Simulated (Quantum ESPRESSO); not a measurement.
For atom 5 (O) of HfO2 in P2₁/c, PBE PAW (JTH datasets; density from pw.x of a modified build of Quantum ESPRESSO, gradients reconstructed from it by a script) gives this field-gradient tensor in Cartesian axes (atomic units, 1 a.u. = 9.7174×10²¹ V/m²):

```
-0.0076  -0.0901   0.0103
-0.0901   0.0179   0.0563
 0.0103   0.0563  -0.0103
```

The cell was made here from an entry of the Crystallography Open Database (unchecked): atoms relaxed with PBE in the measured cell (PBE without dispersion, pw.x of Quantum ESPRESSO, symmetry kept).  Stability against distortions was not tested. The run has no spin polarisation.  Cores are frozen. Against all-electron runs on small test molecules, this scheme's |Vzz| missed by −2 to +6 % on O. Hf had no test against all-electron runs. Spin–orbit coupling is left out, a limit on Hf. Where η passes 0.9 the sign of Vzz means little.

**Question.** Find the principal values, η_Q, |C_Q|, ν_Q and P_Q for ¹⁷O (I = 5/2, |Q| = 0.0256 barn), and the second-order MAS shift at 21.1 T.

**Answer.** Eigenvalues (principal values) by size: Vxx = -0.0002, Vyy = -0.1078, Vzz = 0.1080 a.u. (they sum to zero).
η_Q = (Vxx − Vyy)/Vzz = 1.00.
|C_Q| = 234.96 MHz × |Q|/barn × |Vzz|/a.u. = 234.96 × 0.0256 × 0.1080 = 0.65 MHz.
Quadrupole frequency ν_Q = 3C_Q/[2I(2I − 1)] = 0.097 MHz, and P_Q = C_Q(1 + η²/3)^½ = 0.750 MHz.
At 21.1 T the Larmor frequency is ν0 = 121.8 MHz, and the second-order shift of the central transition's centre of gravity under MAS is −(3/40)(P_Q/ν0)²[I(I + 1) − 3/4]/[I²(2I − 1)²] × 10⁶ = -0.2 ppm.
